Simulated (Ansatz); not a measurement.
## Cost of a DFT run on InP₂H₆NO₆

```yaml
crystal:
  lattice:
    - [5.4705, 0.0, 0.0]
    - [-2.73525, 4.7375919714, 0.0]
    - [0.0, 0.0, 13.0895]
  atoms:
    - { symbol: In, position: [0.6666666667, 0.3333333333, 0.3999227573] }
    - { symbol: In, position: [0.3333333333, 0.6666666667, 0.8999227573] }
    - { symbol: H, position: [0.3333333333, 0.6666666667, 0.6379352356] }
    - { symbol: H, position: [0.6666666667, 0.3333333333, 0.1379352356] }
    - { symbol: H, position: [0.0, 0.0, 0.4409803979] }
    - { symbol: H, position: [0.0, 0.0, 0.9409803979] }
    - { symbol: H, position: [0.4357870686, 0.8715741372, 0.224805014] }
    - { symbol: H, position: [0.5642129314, 0.4357870686, 0.724805014] }
    - { symbol: H, position: [0.1284258628, 0.5642129314, 0.224805014] }
    - { symbol: H, position: [0.5642129314, 0.1284258628, 0.724805014] }
    - { symbol: H, position: [0.4357870686, 0.5642129314, 0.224805014] }
    - { symbol: H, position: [0.8715741372, 0.4357870686, 0.724805014] }
    - { symbol: H, position: [0.3333333333, 0.6666666667, 0.1194999824] }
    - { symbol: H, position: [0.6666666667, 0.3333333333, 0.6194999824] }
    - { symbol: P, position: [0.3333333333, 0.6666666667, 0.5304554077] }
    - { symbol: P, position: [0.6666666667, 0.3333333333, 0.0304554077] }
    - { symbol: P, position: [0.0, 0.0, 0.333509667] }
    - { symbol: P, position: [0.0, 0.0, 0.833509667] }
    - { symbol: "N", position: [0.3333333333, 0.6666666667, 0.1981507581] }
    - { symbol: "N", position: [0.6666666667, 0.3333333333, 0.6981507581] }
    - { symbol: O, position: [0.8450859976, 0.1549140024, 0.296288889] }
    - { symbol: O, position: [0.6901719952, 0.8450859976, 0.796288889] }
    - { symbol: O, position: [0.8450859976, 0.6901719952, 0.296288889] }
    - { symbol: O, position: [0.1549140024, 0.8450859976, 0.796288889] }
    - { symbol: O, position: [0.3098280048, 0.1549140024, 0.296288889] }
    - { symbol: O, position: [0.1549140024, 0.3098280048, 0.796288889] }
    - { symbol: O, position: [0.4895792045, 0.979158409, 0.5002013616] }
    - { symbol: O, position: [0.5104207955, 0.4895792045, 1.0002013616] }
    - { symbol: O, position: [0.020841591, 0.5104207955, 0.5002013616] }
    - { symbol: O, position: [0.5104207955, 0.020841591, 1.0002013616] }
    - { symbol: O, position: [0.4895792045, 0.5104207955, 0.5002013616] }
    - { symbol: O, position: [0.979158409, 0.4895792045, 1.0002013616] }
kpoints:
  mp_grid: { grid: [5, 5, 2] }
scf:
  occupations: { method: fermi_dirac, width: 0.02 }
hamiltonian:
  xc: pbe
  pseudopotentials: { kind: paw }
output:
  forces: true
  stress: true
  populations: true
  efg:
    quadrupole_moments_barn: { In: 0.772, H: 0.00285783, "N": 0.02044, O: -0.02558 }
    contact_densities: true
  write_density: true
  write_potential: true
  elf: true
  volumetric_format: npy
basis:
  ecutwfc: 350
```

```sh
ansatz run input.yaml --threads 1 --pin off --max-ram 3072MiB --backend cpu --events-out ev --progress --plain --runs-dir out
```

It runs on 1 thread of Intel Xeon Platinum 8488C (Sapphire Rapids) (x86_64; 64 cores open to the job, memory cap 3.0 GiB, no GPU), a shared host with a load of 0.5 a core.

(1) Estimate the wall time and the peak memory.

## Answers

(1) About 34 s of wall time (33 s of CPU time) and 0.72 GiB. The run holds 140 valence electrons in 102 bands, about 5049 plane waves a k-point and 10 irreducible k-points, and took 8 SCF iterations. Times on a shared host vary by tens of per cent.
